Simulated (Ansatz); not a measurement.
This guess for CaRuO is about to be relaxed.

```xyz
3
Lattice="3.8204 0.0000 0.0000 -1.9102 3.3086 0.0000 0.0000 0.0000 4.0999" Properties=species:S:1:pos:R:3 pbc="T T T"
Ca    1.9102    1.1029    0.0000
Ru    0.0000    2.2057    2.0500
O     0.0000    0.0000    2.0500
```

The calculation used Ansatz 0.2.0, DFT PBE, scalar-relativistic, plane waves, PAW. Cutoff 420 eV, Gaussian smearing, Γ-centred meshes. Cell and atoms relax first on a coarse mesh and then on a finer one. In between, the cell is made exact in the group found at 0.06 Å. In metals the finer mesh still leaves noise of several meV/atom or more. The steps can't lower the symmetry of their start. Collinear spin, starting moments Ru 1.0 μB.

A guess keeps its type if space group and coordination stay and the shape of the cell changes little (axis ratios within about 15 %, angles within 6°); the volume may change.

Question: Does it keep its structure type, or change into something else?

Answer: It keeps its type. The symmetry stays P-6m2 (No. 187). The volume per atom shrinks by 6.5 %, from 17.3 to 16.1 Å³. The shortest distance goes from 2.21 Å (Ru–O) to 2.10 Å (Ru–O). The ratio c/a of the conventional cell changes by a factor of 1.08. Counting neighbours within 15 % of an atom's shortest distance, the start has Ca 12, O 3, Ru 3 and the end Ca 12, O 3, Ru 3.

The zero of energy is the elements' standard structures at the same level (O₂ as a molecule); no fitted shifts are applied.

Question: At what energy does it end?

Answer: −0.33 eV/atom.

The last run used collinear spin, a 12×12×12 mesh for its 3-atom cell and Gaussian smearing of 0.10 eV. The magnetic state reached may not be the lowest. Symmetry constrained the relaxation, so the result can be a saddle point. Another cell of CaRuO relaxed alike but without spin, in P4/mmm, lies 168 meV/atom lower, so this cell isn't the stable form at this level.
